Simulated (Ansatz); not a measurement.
A distorted cell of C (graphite type, space group P6_3/mmc):

```
CELL_PARAMETERS angstrom
      2.37880     0.00000     0.00000
     -1.18940     2.06010     0.00000
      0.00000     0.00000     6.83992
ATOMIC_POSITIONS crystal
  C  0.00000 0.00000 0.25000
  C  0.00000 0.00000 0.75000
  C  0.33333 0.66667 0.25000
  C  0.66667 0.33333 0.75000
```

Calculation: PBE-D3(BJ) (plane waves to 420 eV, PAW, scalar-relativistic; Ansatz, an electronic-structure program). k mesh 15×15×5 (Γ-centred), Fermi-Dirac smearing 0.05 eV. E stands for the smeared free energy. Stress and pressure are positive under compression. With partly filled bands, the response to shear is sensitive to the k mesh, so small differences along c/a are uncertain. C was relaxed with its symmetry unable to fall. The PAW data are Ansatz's earlier set.

### Question
What is the stress tensor (GPa)?

### Answer
```
   54.0      0.0      0.0
    0.0     54.0      0.0
    0.0      0.0     -0.6
```
The pressure, a third of the trace, is 35.8 GPa.

### Question
It is the relaxed cell deformed to V/V₀ = 0.947, (c/a)/(c/a)₀ = 1.053, c along z, fractional positions held. What is its energy relative to the relaxed cell?

### Answer
98 meV/atom.

(Under strain, the slope of the energy per volume gives the stress and its curvature an elastic modulus.)
